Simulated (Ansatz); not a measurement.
HfO₂ (fluorite, Fm-3m), r²SCAN in the plane-wave PAW code Ansatz. The conduction-band minimum lies at X, with 3 equivalent valleys. Second derivatives d²E/dk² of the lowest band at one valley (eV·Å²), along Cartesian directions:

```tsv
direction	d²E/dk²
[100]	6.531
[010]	10.04
[001]	10.04
[110]	8.285
[101]	8.285
[011]	10.04
```

Problem. Find the principal effective masses, the density-of-states mass and the conductivity mass.

Solution. Off-diagonal terms follow from H_xy = H[110] − (H_xx + H_yy)/2, and m*/mₑ = 7.620 eV·Å² over each eigenvalue: 0.76, 0.76, 1.2. One valley's DOS mass (m₁m₂m₃)^(1/3) = 0.88, conductivity mass 3/(Σ 1/mᵢ) = 0.86 mₑ.

Problem. What effective density of states Nc follows at 300 K for parabolic valleys?

Solution. Nc = 2.509e19 × 3 × (0.88)^(3/2) ≈ 6.2e19 cm⁻³.

Problem. With the computed static dielectric constant 35.0 (mean of the diagonal), estimate a hydrogenic donor's binding energy and radius.

Solution. E = 13.606 eV × 0.86/35.0² ≈ 9.6 meV; a = 0.529 Å × ε/m* ≈ 22 Å. Semilocal masses tend to be too small where the gap is.

This is a known high-temperature phase of the composition, computed here at zero pressure and temperature. The cell was relaxed with r²SCAN under the symmetry of its start. At this level the phase is dynamically unstable (imaginary phonons). The run is not spin-polarised. Spin–orbit coupling is left out wherever it is not named.

Potentials: the earlier of the program's two PAW sets.
